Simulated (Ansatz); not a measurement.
CoC6:
```cif
data_C6Co
_chemical_formula_sum 'C6 Co1'
_space_group_name_H-M_alt 'P 1'
_space_group_IT_number 1
_cell_length_a 4.31886
_cell_length_b 4.31886
_cell_length_c 3.52676
_cell_angle_alpha 90.000
_cell_angle_beta 90.000
_cell_angle_gamma 60.254
loop_
_space_group_symop_operation_xyz
  'x, y, z'
loop_
_atom_site_label
_atom_site_type_symbol
_atom_site_fract_x
_atom_site_fract_y
_atom_site_fract_z
_atom_site_occupancy
C1 C 0.00320 0.99680 0.00000 1
C2 C 0.00592 0.65792 0.00000 1
C3 C 0.34212 0.32647 0.00000 1
C4 C 0.34208 0.99408 0.00000 1
C5 C 0.67353 0.65788 0.00000 1
C6 C 0.67304 0.32696 0.00000 1
Co1 Co 0.27590 0.72410 0.50000 1
```
The run is spin-polarised; directions of the spins, atom by atom: 0 0 0 0 0 0 ↑.

Relaxed with r²SCAN.

**Question.** Which orbitals make up the states near the Fermi level in r²SCAN in the plane-wave PAW code Ansatz?

**Answer.** Within 0.5 eV of the Fermi level: Co 3d 65 %, C 2p 32 %. Projections are on Löwdin-orthogonalised atomic valence shells; empty p or d shells of many metals are not among them.

**Question.** Tabulate the density of states.

**Answer.** States/eV per cell of 7 atoms, in 0.25 eV bins, energy from the Fermi level.

| E (eV) | total | C 2p | Co 3d | Co 4s |
|---|---|---|---|---|
| -7.85 | 2.15 | 1.99 | 0.07 | 0.01 |
| -7.60 | 2.41 | 2.25 | 0.08 | 0.01 |
| -7.35 | 2.05 | 1.91 | 0.07 | 0.01 |
| -7.10 | 2.08 | 1.92 | 0.09 | 0.01 |
| -6.85 | 2.05 | 1.87 | 0.11 | 0.01 |
| -6.60 | 1.97 | 1.79 | 0.13 | 0.01 |
| -6.35 | 2.04 | 1.83 | 0.16 | 0.01 |
| -6.10 | 2.15 | 1.88 | 0.23 | 0.01 |
| -5.85 | 2.37 | 2.00 | 0.33 | 0.01 |
| -5.60 | 2.50 | 2.11 | 0.35 | 0.01 |
| -5.35 | 2.19 | 1.84 | 0.32 | 0.00 |
| -5.10 | 1.43 | 1.18 | 0.24 | 0.00 |
| -4.85 | 0.80 | 0.60 | 0.19 | 0.00 |
| -4.60 | 0.54 | 0.40 | 0.13 | 0.00 |
| -4.35 | 0.36 | 0.26 | 0.09 | 0.00 |
| -4.10 | 0.20 | 0.14 | 0.05 | 0.00 |
| -3.85 | 0.05 | 0.04 | 0.01 | 0.00 |
| -3.60 | 0.20 | 0.09 | 0.11 | 0.00 |
| -3.35 | 1.02 | 0.35 | 0.64 | 0.00 |
| -3.10 | 1.56 | 0.46 | 1.06 | 0.00 |
| -2.85 | 2.28 | 0.57 | 1.67 | 0.01 |
| -2.60 | 3.04 | 0.57 | 2.41 | 0.01 |
| -2.35 | 4.85 | 0.58 | 4.11 | 0.08 |
| -2.10 | 5.31 | 0.55 | 4.54 | 0.12 |
| -1.85 | 2.78 | 0.54 | 2.15 | 0.05 |
| -1.60 | 3.86 | 0.70 | 3.05 | 0.03 |
| -1.35 | 2.83 | 0.54 | 2.21 | 0.02 |
| -1.10 | 2.41 | 0.47 | 1.88 | 0.02 |
| -0.85 | 1.69 | 0.41 | 1.24 | 0.02 |
| -0.60 | 0.59 | 0.22 | 0.35 | 0.00 |
| -0.35 | 1.24 | 0.26 | 0.95 | 0.00 |
| -0.10 | 2.51 | 0.52 | 1.93 | 0.01 |
| 0.15 | 0.72 | 0.33 | 0.37 | 0.00 |
| 0.40 | 1.40 | 0.75 | 0.58 | 0.02 |
| 0.65 | 2.44 | 1.07 | 1.26 | 0.03 |
| 0.90 | 2.59 | 0.91 | 1.58 | 0.02 |
| 1.15 | 1.70 | 0.90 | 0.71 | 0.03 |
| 1.40 | 1.51 | 0.87 | 0.54 | 0.03 |
| 1.65 | 1.49 | 0.89 | 0.47 | 0.06 |
| 1.90 | 1.31 | 0.76 | 0.34 | 0.13 |
| 2.15 | 1.15 | 0.66 | 0.24 | 0.16 |
| 2.40 | 1.18 | 0.63 | 0.21 | 0.22 |
| 2.65 | 1.04 | 0.56 | 0.15 | 0.20 |
| 2.90 | 1.09 | 0.57 | 0.16 | 0.20 |
| 3.15 | 1.27 | 0.65 | 0.21 | 0.21 |
| 3.40 | 1.19 | 0.62 | 0.15 | 0.19 |
| 3.65 | 1.12 | 0.60 | 0.10 | 0.20 |
| 3.90 | 1.10 | 0.57 | 0.08 | 0.23 |
| 4.15 | 0.93 | 0.44 | 0.06 | 0.23 |
| 4.40 | 0.93 | 0.42 | 0.04 | 0.21 |
| 4.65 | 0.90 | 0.37 | 0.04 | 0.21 |

Space group Amm2. The start of the workflow was typed in or built on a structure type; neither database checked (COD, Materials Project) lists it. Its standing as an ambient phase is unchecked. The r²SCAN relaxation kept the symmetry of its start; whether a distortion lowers the energy is not shown. The final state is ferromagnetic, the only order run, not a proven ground state. The cell computed holds one magnetic atom, so no antiferromagnetic order was within reach. Its formation energy is positive at this level, so the cell may be metastable or incomplete. Other orbital occupations within this spin state were not tried.

Potentials: the earlier of the program's two PAW sets. The files were generated under PBE; for other functionals the program regenerates the frozen cores, and for LDA and PBEsol the local potential too.
